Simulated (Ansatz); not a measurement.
The start is a generated trial cell of SnO in the AFLOW prototype AB_cI16_199_a_a (B_a). Cell shape, volume and atoms are optimised at zero target pressure with PBE (plane waves to 420 eV, PAW, scalar-relativistic; Ansatz, a first-principles code). First-step values are on the input's coarse k-mesh.

Ansatz input (later rounds restart from its end on a renewed k-mesh):
Ansatz 0.2 input:
```yaml
crystal:
  lattice:
    - [-3.1943113, 3.1943113, 3.1943113]
    - [3.1943113, -3.1943113, 3.1943113]
    - [3.1943113, 3.1943113, -3.1943113]
  atoms:
    - { symbol: O, position: [0.912, 0.912, 0.912] }
    - { symbol: O, position: [0.5, 0, 0.588] }
    - { symbol: O, position: [0, 0.588, 0.5] }
    - { symbol: O, position: [0.588, 0.5, 0] }
    - { symbol: Sn, position: [0.4306, 0.4306, 0.4306] }
    - { symbol: Sn, position: [0.5, 0, 0.0694] }
    - { symbol: Sn, position: [0, 0.0694, 0.5] }
    - { symbol: Sn, position: [0.0694, 0.5, 0] }
basis: { ecutwfc: 420, ecutrho_ratio: 4, xc_grid: 2, fft_grid_basis: typed }
kpoints: { mp_grid: { grid: [5, 5, 5] } }
hamiltonian:
  xc: pbe
  dispersion: none
  pseudopotentials: { azcp: { folder: ./paw }, kind: paw }
scf: { occupations: { method: fermi_dirac, width: 0.05 } }
relax: { f_tol: 0.01, max_steps: 100, cell: { stress_tol: 0.02 } }
output: { forces: true, stress: true }
```

What pressure does the first self-consistent step give?

-2.7 GPa (negative: the cell is under tension).

What is the largest force in the starting geometry, and on which atom (counted from 1)?

3.76 eV/Å, on Sn5, Sn6, Sn7, Sn8 (atoms numbered as listed).

By how much does the energy per atom fall from start to end?

0.55 eV/atom.

How does the volume change?

+4.1 %, from 16.30 to 16.96 Å³/atom.

How do the shortest distances between atoms change?

The closest pairs of elements (up to four, under 3.6 Å), start → end: O–Sn 2.66 → 2.16 Å; O–O 2.69 → 2.72 Å; Sn–Sn 2.79 → 3.09 Å.

Give the final cell and atomic positions.


```cif
data_O8Sn8
_chemical_formula_sum 'O8 Sn8'
_space_group_name_H-M_alt 'I213'
_space_group_IT_number 199
_space_group_name_Hall 'I 2b 2c 3'
_cell_length_a 6.47408
_cell_length_b 6.47408
_cell_length_c 6.47408
_cell_angle_alpha 90.000
_cell_angle_beta 90.000
_cell_angle_gamma 90.000
loop_
_atom_site_label
_atom_site_type_symbol
_atom_site_symmetry_multiplicity
_atom_site_Wyckoff_symbol
_atom_site_fract_x
_atom_site_fract_y
_atom_site_fract_z
_atom_site_occupancy
O1 O 8 a 0.45483 0.45483 0.45483 1
Sn1 Sn 8 a 0.26185 0.26185 0.26185 1
```
(The calculation used a cell of 8 atoms; values per cell refer to that cell.)

The space group stays I2₁3 (No. 199) (the run could not lower it), with 8 atoms in the primitive cell. Final values are on a 7×7×7 k-mesh of the relaxed cell. No spin polarisation in the result.

The run could not lose the symmetry of its start, so the end can be a saddle point.

The relaxed structure here is a generated cell of SnO: the first start was made by placing the elements on the sites of a structure type, and the end was not matched to a known phase here, so it may be hypothetical. Known forms of SnO include space group No. 129.
